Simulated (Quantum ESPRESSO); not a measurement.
## Ga2GePNO2 (convergence and cost over cutoff and k mesh)

Computed values, not a measurement. The program is pw.x of Quantum ESPRESSO 7.5 (plane-wave density functional theory). The cell is made up: 7 atoms on a wurtzite lattice with one site empty, with randomly drawn elements, strain and displacements, not relaxed. PseudoDojo standard norm-conserving files (v0.5 for PBE, v0.4.1 for LDA and PBEsol) set the functional; there is no spin polarisation, spin-orbit coupling or dispersion term, and the masses in the input are unused placeholders.

Input of the run in row 4:

```
&control calculation='scf', pseudo_dir='./dojo.nc.sr.pbe.v0_5.standard.upf', outdir='./o', disk_io='medium', tprnfor=.true., tstress=.true. /
&system ibrav=0, nat=7, ntyp=5, nbnd=37, ecutwfc=84.00895049, nosym=.true., tot_charge=0,
 occupations='smearing', smearing='fd', degauss=0.0018374661
/
&electrons conv_thr=7.350e-09, electron_maxstep=60, /
ATOMIC_SPECIES
Ga 1.0 Ga.upf
Ge 1.0 Ge.upf
N 1.0 N.upf
O 1.0 O.upf
P 1.0 P.upf
CELL_PARAMETERS angstrom
3.3378 0.0 0.0
0.0 5.7812 0.0
0.0 0.0 5.4506
ATOMIC_POSITIONS angstrom
Ga -0.227 0.0187 0.0718
Ga 1.684 1.0456 2.7815
Ge -0.118 3.6213 2.7691
P -0.0375 -0.1565 1.9168
N 1.7565 2.9068 2.1822
O 1.8255 0.9782 4.6491
O -0.1993 3.711 4.7579
K_POINTS automatic
5 4 4 1 1 1
```

The same cell was run at these settings. Meshes are shifted by half a step, and differences are from the last row, which is itself not exact.

```
cutoff (eV)     k mesh  k points solved  threshold (eV)  free energy less the last row's (eV)  pressure (GPa)  largest stress difference (GPa)  largest force difference (eV/Å)  iterations  wall time (s)  k-point pools              processor
        800  2 x 2 x 2                4           1e-04                                 1.986          -30.12                            46.21                            0.243          10             27              1  AMD EPYC, Zen 5 class
       1143  2 x 2 x 2                4           1e-07                                -0.755           10.54                             5.66                            0.245          13             52              1  AMD EPYC, Zen 5 class
        639  5 x 4 x 4               40           1e-07                                34.232         -285.26                           297.89                            0.260          13            149              1  AMD EPYC, Zen 5 class
       1143  5 x 4 x 4               40           1e-07                                -0.011           11.66                             0.20                            0.012          12            372              1  AMD EPYC, Zen 5 class
       1437  7 x 6 x 6              126           1e-07                                 0.000           11.71                             0.00                            0.000          13           1672              1  AMD EPYC, Zen 5 class
```

Each pool is one process. Wall times include start-up and a band step at six k points, which weighs most on the coarsest meshes. The runs were on shared virtual cores whose load varied, so times are rough.